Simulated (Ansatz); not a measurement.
Starting cell, WC (WC type, space group P-6m2):

```
CELL_PARAMETERS angstrom
      5.84370     0.00000     0.00000
     -1.46093     2.53040     0.00000
      2.92185     0.00000     2.84710
ATOMIC_POSITIONS crystal
  W  0.00000 0.00000 0.00000
  W  0.50000 0.00000 0.00000
  C  0.08333 0.33333 0.50000
  C  0.58333 0.33333 0.50000
```

The atoms are displaced by Q × the pattern below (from a DFPT mode at L = (0.5, 0.0, 0.5), largest move 1; Q in Å), at fixed cell. (q is in reciprocal vectors of the primitive cell; the cell shown is doubled to hold the pattern.)

```csv
atom,x,y,z
W1,-0.866,-0.500,0.000
W2,0.866,0.500,0.000
C3,0.000,0.000,-0.339
C4,0.000,0.000,0.339
```

Method: PBE (plane waves to 420 eV, PAW, scalar-relativistic; Ansatz, a program for electronic structure). k mesh 18×18×18 (Γ-centred), Fermi-Dirac smearing 0.05 eV. Energies are smeared free energies. With partly filled bands, energies and forces of such displacements shift with the k mesh and the smearing. Spin-orbit coupling is left out, though W is heavy. WC is run without spin polarisation. WC was relaxed with its symmetry unable to fall. ΔE is measured from the undisplaced structure. The last digit holds for this mesh only.

```csv
Q (Å),ΔE (meV/cell)
-0.1000,351.0
-0.0833,244.2
-0.0667,156.5
-0.0500,withheld
-0.0333,39.2
-0.0167,9.8
0.0000,0.0
0.0167,9.8
0.0333,39.2
0.0500,withheld
0.0667,156.5
0.0833,244.2
0.1000,351.0
```

Problem. Fit an even polynomial form (powers 2, 4) to the given rows and predict ΔE at Q = 0.0500.

Solution. Least squares on the 11 given rows: ΔE = (35310)·Q² + (-20220)·Q⁴, in meV/cell with Q in Å; root-mean-square residual 0.12 meV/cell. At 0.0500 the fit gives 88.1 meV/cell; the calculation gives 88.1 meV/cell, the same to the digits shown. The quadratic term alone would give 88.3 meV/cell.

(For displaced atoms, the force is minus the slope of the energy, and its curvature is a force constant, which sets phonon frequencies.)
